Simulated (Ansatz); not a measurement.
**Re: computed property card**

Re:
```yaml
crystal:
  lattice:
    - [2.76091, 0.00000, 0.00000]
    - [-1.38045, 2.39102, 0.00000]
    - [0.00000, 0.00000, 13.35624]
  atoms:
    - { symbol: Re, position: [0.00000, 0.00000, 0.66668] }
    - { symbol: Re, position: [0.33333, 0.66667, 0.83308] }
    - { symbol: Re, position: [0.00000, 0.00000, 0.00000] }
    - { symbol: Re, position: [0.33333, 0.66667, 0.16692] }
    - { symbol: Re, position: [0.00000, 0.00000, 0.33332] }
    - { symbol: Re, position: [0.66667, 0.33333, 0.50000] }
```

Space group P-6m2 (No. 187); conventional cell a = b = 2.761 Å, c = 13.356 Å, α = β = 90.00°, γ = 120.00°.

Method: r²SCAN in the plane-wave PAW code Ansatz. Geometry: relaxed at this level of theory. Other levels are named where they apply.

**Cell and energy**

| Quantity | Result |
|---|---|
| Volume per atom | 14.69 Å³ |
| Density | 21.04 g/cm³ |

**Electronic structure**

| Property | Result |
|---|---|
| Electronic character | metallic (no gap) |
| Density of states at the Fermi level | 0.67 states/eV per atom (mean over ±0.08 eV) |
| Gap with spin–orbit coupling | none (metallic) |

**Mechanics**

| Quantity | Result |
|---|---|
| Bulk modulus (Birch–Murnaghan fit) | 3870 kbar |
| Pressure derivative B′ | 4.4 |

The start of the workflow was typed in or built on a structure type; neither database checked (COD, Materials Project) lists it. It is not the phase usual at ambient conditions (space group No. 194). Symmetry was held in the r²SCAN relaxation; its stability against distortions is not shown here. No spin polarisation was allowed. Axis ratios of metals converge slowly with the k-mesh, so a and c are less sure than the volume. Scalar-relativistic: spin–orbit coupling is off unless named, which matters more the heavier the elements.

Potentials: the later of the program's two PAW sets.
